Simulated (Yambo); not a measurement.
**Optical response of CsScS2O8**

```
CELL_PARAMETERS angstrom
      5.24677     0.00000     0.00000
     -2.62338     4.54384     0.00000
      0.00000     0.00000     8.87164
ATOMIC_POSITIONS crystal
  O  0.13768 0.36235 0.14419
  O  0.63765 0.77533 0.14419
  O  0.22467 0.86232 0.14419
  O  0.36235 0.13768 0.85581
  O  0.77533 0.63765 0.85581
  O  0.86232 0.22467 0.85581
  O  0.33333 0.66667 0.36684
  O  0.66667 0.33333 0.63316
  S  0.33333 0.66667 0.20246
  S  0.66667 0.33333 0.79754
  Sc 0.00000 0.00000 0.00000
  Cs 0.00000 0.00000 0.50000
```

Yambo, RPA with local fields on PBEsol bands; 3×3×2 mesh, 164 bands, 3 Ry local-field block, 0.2 eV broadening; field along x.

```json
[
 {"E (eV)": "0.0", "Im ε": "0.00", "Re ε": "2.57", "Im ε, independent particles": "0.00"},
 {"E (eV)": "0.5", "Im ε": "0.00", "Re ε": "2.58", "Im ε, independent particles": "0.00"},
 {"E (eV)": "1.0", "Im ε": "0.01", "Re ε": "2.60", "Im ε, independent particles": "0.01"},
 {"E (eV)": "1.5", "Im ε": "0.02", "Re ε": "2.63", "Im ε, independent particles": "0.02"},
 {"E (eV)": "2.0", "Im ε": "0.02", "Re ε": "2.68", "Im ε, independent particles": "0.02"},
 {"E (eV)": "2.5", "Im ε": "0.03", "Re ε": "2.75", "Im ε, independent particles": "0.04"},
 {"E (eV)": "3.0", "Im ε": "0.05", "Re ε": "2.85", "Im ε, independent particles": "0.06"},
 {"E (eV)": "3.5", "Im ε": "0.09", "Re ε": "3.02", "Im ε, independent particles": "0.10"},
 {"E (eV)": "4.0", "Im ε": "0.22", "Re ε": "3.35", "Im ε, independent particles": "0.23"},
 {"E (eV)": "4.5", "Im ε": "1.05", "Re ε": "3.87", "Im ε, independent particles": "1.15"},
 {"E (eV)": "5.0", "Im ε": "1.69", "Re ε": "2.38", "Im ε, independent particles": "1.48"},
 {"E (eV)": "5.5", "Im ε": "1.04", "Re ε": "2.21", "Im ε, independent particles": "0.89"},
 {"E (eV)": "6.0", "Im ε": "0.73", "Re ε": "2.70", "Im ε, independent particles": "0.72"},
 {"E (eV)": "6.5", "Im ε": "1.17", "Re ε": "2.52", "Im ε, independent particles": "1.12"},
 {"E (eV)": "7.0", "Im ε": "1.04", "Re ε": "2.52", "Im ε, independent particles": "0.98"},
 {"E (eV)": "7.5", "Im ε": "0.97", "Re ε": "2.71", "Im ε, independent particles": "0.83"},
 {"E (eV)": "8.0", "Im ε": "1.74", "Re ε": "2.55", "Im ε, independent particles": "1.74"},
 {"E (eV)": "8.5", "Im ε": "1.82", "Re ε": "1.90", "Im ε, independent particles": "2.05"},
 {"E (eV)": "9.0", "Im ε": "1.33", "Re ε": "1.85", "Im ε, independent particles": "1.82"},
 {"E (eV)": "9.5", "Im ε": "1.31", "Re ε": "2.00", "Im ε, independent particles": "2.08"},
 {"E (eV)": "10.0", "Im ε": "1.30", "Re ε": "1.81", "Im ε, independent particles": "2.08"},
 {"E (eV)": "10.5", "Im ε": "1.19", "Re ε": "1.87", "Im ε, independent particles": "1.82"},
 {"E (eV)": "11.0", "Im ε": "1.38", "Re ε": "2.02", "Im ε, independent particles": "1.87"},
 {"E (eV)": "11.5", "Im ε": "1.39", "Re ε": "1.96", "Im ε, independent particles": "1.79"},
 {"E (eV)": "12.0", "Im ε": "1.89", "Re ε": "2.13", "Im ε, independent particles": "2.63"},
 {"E (eV)": "12.5", "Im ε": "1.86", "Re ε": "1.23", "Im ε, independent particles": "2.76"},
 {"E (eV)": "13.0", "Im ε": "1.56", "Re ε": "1.17", "Im ε, independent particles": "2.36"},
 {"E (eV)": "13.5", "Im ε": "1.38", "Re ε": "1.11", "Im ε, independent particles": "1.95"},
 {"E (eV)": "14.0", "Im ε": "1.18", "Re ε": "1.07", "Im ε, independent particles": "2.06"},
 {"E (eV)": "14.5", "Im ε": "1.06", "Re ε": "1.27", "Im ε, independent particles": "2.24"},
 {"E (eV)": "15.0", "Im ε": "1.20", "Re ε": "1.33", "Im ε, independent particles": "2.40"},
 {"E (eV)": "15.5", "Im ε": "1.25", "Re ε": "1.25", "Im ε, independent particles": "2.36"},
 {"E (eV)": "16.0", "Im ε": "1.24", "Re ε": "1.27", "Im ε, independent particles": "2.29"},
 {"E (eV)": "16.5", "Im ε": "1.25", "Re ε": "1.37", "Im ε, independent particles": "2.15"},
 {"E (eV)": "17.0", "Im ε": "1.52", "Re ε": "1.30", "Im ε, independent particles": "1.64"},
 {"E (eV)": "17.5", "Im ε": "1.58", "Re ε": "1.06", "Im ε, independent particles": "1.50"},
 {"E (eV)": "18.0", "Im ε": "1.66", "Re ε": "0.71", "Im ε, independent particles": "1.13"},
 {"E (eV)": "18.5", "Im ε": "1.36", "Re ε": "0.63", "Im ε, independent particles": "1.02"},
 {"E (eV)": "19.0", "Im ε": "1.18", "Re ε": "0.57", "Im ε, independent particles": "0.86"},
 {"E (eV)": "19.5", "Im ε": "1.19", "Re ε": "0.70", "Im ε, independent particles": "0.95"},
 {"E (eV)": "20.0", "Im ε": "1.19", "Re ε": "0.49", "Im ε, independent particles": "0.78"}
]
```

Structure narrower than a few tenths of an eV can come from the finite k mesh. Convergence of the RPA response with its 3×3×2 mesh was not tested. No excitonic effects at this level.

Geometry of the Materials Project entry, not relaxed at this level.

The structure is a Materials Project entry; no match was found in the copy of COD used, and its stability was not checked.
